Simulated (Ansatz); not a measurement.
InP:
Space group P4₂/mnm (No. 136); a = b = 7.2029 Å, c = 4.1871 Å, α = β = γ = 90.00°

```
atom  site  symmetry       x       y       z
----  ----  --------  ------  ------  ------
In      4g      m.2m  0.1777  0.1777  0.5000
P       4f      m.2m  0.3183  0.3183  0.0000
```

Relaxed with r²SCAN (plane waves, PAW; program Ansatz). Indices refer to the conventional cell of P4_2/mnm, a = b = 7.203 Å, c = 4.187 Å, α = β = γ = 90.00°.

Question: Simulate the powder diffraction pattern (Cu Kα, λ = 1.54184 Å; lines above 1 %) up to 2θ = 90°.

Answer: Simulated powder pattern, Cu Kα, λ = 1.54184 Å (kinematic, ideal powder, no thermal factors, no anomalous dispersion; the 30 strongest lines at most, above 1 %, up to 2θ = 90°):

```csv
2θ (°),d (Å),I/Imax (%),hkl
17.41,5.093,21,(110)
24.59,3.620,95,(101)
24.72,3.601,96,(200)
27.58,3.234,79,(111)
27.69,3.221,62,(210)
35.15,2.553,28,(211)
35.24,2.547,14,(220)
39.57,2.278,25,(310)
41.50,2.176,17,(221)
43.21,2.094,27,(002)
43.45,2.083,100,(301)
50.42,1.810,26,(202)
50.63,1.803,49,(321)
52.10,1.755,22,(212)
52.37,1.747,16,(410)
54.01,1.698,24,(330)
56.94,1.617,6.9,(222)
60.02,1.541,14,(312)
61.71,1.503,15,(421)
68.93,1.362,18,(501)+(431)
69.88,1.346,5.5,(113)
70.16,1.341,13,(412)
70.33,1.338,6.2,(511)
71.55,1.319,21,(332)
74.47,1.274,9.6,(521)
77.23,1.235,11,(530)
78.52,1.218,5.2,(441)
79.42,1.207,16,(303)
79.91,1.200,6.8,(600)
84.72,1.144,11,(323)
```

The start of the workflow was typed in or built on a structure type; neither database checked (COD, Materials Project) lists it. It is not the phase usual at ambient conditions (space group No. 216). The r²SCAN relaxation kept the symmetry of its start; its stability against distortions is not shown here. The volume moved by 22 % from the start of the relaxation.

Potentials: the earlier of the program's two PAW sets.
